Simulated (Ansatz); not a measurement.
## YPd2P2: a fit and a missing row

YPd2P2, I4/mmm, a = 4.042 Å, c = 9.810 Å. The structure is a Materials Project entry; whether it is the stable form wasn't checked. Ansatz: PBEsol, PAW, 420 eV, Γ-centred 12×12×12 mesh on 5 atoms, Gaussian smearing 0.10 eV; no spin polarisation. Shape and atoms are relaxed at each volume; pressure is positive in compression.

```
V (Å³/atom) P (GPa)
     15.069    10.70
     15.550     4.88
     16.031     0.00
     16.512    -4.10
     16.993        ?
```

Problem. Take V0 = 16.031 Å³/atom, fit the third-order Birch–Murnaghan form to the other rows, and predict the missing pressure.

Solution. With the Eulerian strain f = ½[(V0/V)^(2/3) − 1] and y = P/[3f(1 + 2f)^(5/2)], the form is the line y = B0 + 1.5 B0 (B0′ − 4) f. Rows (f, y): 0.02106, 152.8; 0.01026, 150.7; -0.00976, 147.1. Means f = 0.007187, y = 150.20; Σ(Δf)² = 0.0004891, ΣΔfΔy = 0.09014; the slope is their ratio. y = 148.9 + 184.3 f GPa, so B0 = 148.9 GPa and B0′ = 4 + 2 × (184.3)/(3 × 148.9) = 4.83. At V = 16.993, f = -0.01905, y = 145.39 and P = -7.54 GPa. The run gave -7.53 GPa, so the fit is 0.01 GPa too low, a small miss on the scale of the series. The form still works here, 33 % of the fitted range beyond its end.